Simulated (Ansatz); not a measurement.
Put In₃As in P6mm (No. 183): In on 2b and 1a; As on 1a.

All numbers below come from DFT PBE, scalar-relativistic, plane waves, PAW in Ansatz 0.2.0. Cutoff 420 eV, Γ-centred mesh, Gaussian smearing, no spin polarisation.

The zero of energy is the elements' standard structures at the same level; no fitted shifts are applied.

Q: Give the relaxed lattice parameters and positions.

A:

Space group P6mm (No. 183). a = 5.163 Å, b = 5.163 Å, c = 5.759 Å, α = 90.00°, β = 90.00°, γ = 120.00°
```csv
atom,site,symmetry,x,y,z
In,2b,3m.,0.3333,0.6667,0.8555
In,1a,6mm,0.0000,0.0000,0.5358
As,1a,6mm,0.0000,0.0000,0.0617
```

In on a site of symmetry 3m is surrounded by 3 In at 2.98 Å, 3 As at 3.21 Å and 3 In at 3.50 Å; In on a site of symmetry 6mm has 1 As at 2.73 Å, 1 As at 3.03 Å and 6 In at 3.50 Å; around As lie 1 In at 2.73 Å, 1 In at 3.03 Å and 6 In at 3.21 Å. Another local minimum with the same sites may exist.

Q: And its energy and gap?

A: The formation energy is +0.22 eV/atom. The gap on the 12×12×8 mesh of the 4-atom cell is 0 eV (a metal). The separate elements lie lower, so it is unstable against them.

The last run used Gaussian smearing of 0.10 eV. The reference form of As is held partly by dispersion forces, which this level lacks. Symmetry constrained the relaxation, so the result can be a saddle point. Another cell of In3As relaxed alike, in I4/mmm, lies 137 meV/atom lower, so this cell isn't the stable form at this level.
